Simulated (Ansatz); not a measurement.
### Question
Be (hcp (Mg type), P6_3/mmc) is relaxed with r²SCAN in the plane-wave PAW code Ansatz. What lattice parameters of the conventional cell result?

### Answer
a = 2.261 Å, c = 3.569 Å.

The r²SCAN relaxation kept the symmetry of its start; of distortions, only those at the zone centre were tested. Axis ratios of metals converge slowly with the k-mesh, so a and c are less sure than the volume.

Potentials: the earlier of the program's two PAW sets.
